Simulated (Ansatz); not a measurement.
CaTiO$_{3}$:
Space group R3c, hexagonal axes (No. 161); a = b = 5.3993 Å, c = 13.3270 Å, α = β = 90.00°, γ = 120.00°

```tsv
atom	site	symmetry	x	y	z
Ca	6a	3.	0.0000	0.0000	0.2761
Ti	6a	3.	0.0000	0.0000	0.0162
O	18b	1	0.0970	0.3374	0.0860
```
(The calculation used a cell of 10 atoms; values per cell refer to that cell.)

Relaxed with PBEsol.

Task: Decompose the optical modes at the zone centre into irreducible representations, and say which are infrared and Raman allowed.

Result: Point group 3m: Γ_opt = 4A1 + 5A2 + 9E. Infrared: A1, E. Raman: A1, E.

Task: Assign frequencies (DFPT, PBEsol (plane waves, PAW; program Ansatz); without the LO–TO term).

Result: E 112, A1 161, A2 169, E 212, E 230, E 242, A1 260, A1 290, E 292, A2 333, E 365, A2 413, A2 429, E 449, E 545, A1 550, E 578, A2 815 cm⁻¹.

The start of the workflow was typed in or built on a structure type; neither database checked (COD, Materials Project) lists it. COD files the formula under space group No. 11, 62, 65, 140, 221, so this cell is another polymorph or a model. Its standing as an ambient phase is unchecked. The cell was relaxed with PBEsol under the symmetry of its start; phonons on a q-mesh show no instability. The workflow began spin-polarised and lost its moments.

Potentials: the later of the program's two PAW sets.
